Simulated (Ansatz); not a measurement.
Y (hcp, Mg type)

```
CELL_PARAMETERS angstrom
      3.68257     0.00000     0.00000
     -1.84129     3.18920     0.00000
      0.00000     0.00000     5.69848
ATOMIC_POSITIONS crystal
  Y  0.33333 0.66667 0.75000
  Y  0.66667 0.33333 0.25000
```

Two coordinates are scanned: the volume, and the ratio of the stretch along z (the conventional c axis) to the stretch across it. Atoms keep their fractional coordinates.

Method: r2SCAN (plane waves to 500 eV, PAW, scalar-relativistic; Ansatz, an electronic-structure program). k mesh 15×15×8 (Γ-centred), Fermi-Dirac smearing 0.05 eV. Compression counts positive. With partly filled bands, the response to shear is sensitive to the k mesh, so small differences along c/a are uncertain. Y is run without spin polarisation. Y was relaxed with its symmetry unable to fall.

At one point of the scan the stress tensor (GPa) is:

```
    1.0      0.0      0.0
    0.0      1.0      0.0
    0.0      0.0      8.7
```

Task: Which point is it?
A) V/V₀ = 0.920, (c/a)/(c/a)₀ = 0.880
B) V/V₀ = 0.960, (c/a)/(c/a)₀ = 1.060
C) V/V₀ = 1.080, (c/a)/(c/a)₀ = 0.880
D) V/V₀ = 1.000, (c/a)/(c/a)₀ = 0.940

Result: A, V/V₀ = 0.920, (c/a)/(c/a)₀ = 0.880

(A scan under strain: stresses follow from slopes of the energy per volume, elastic moduli from its curvatures.)
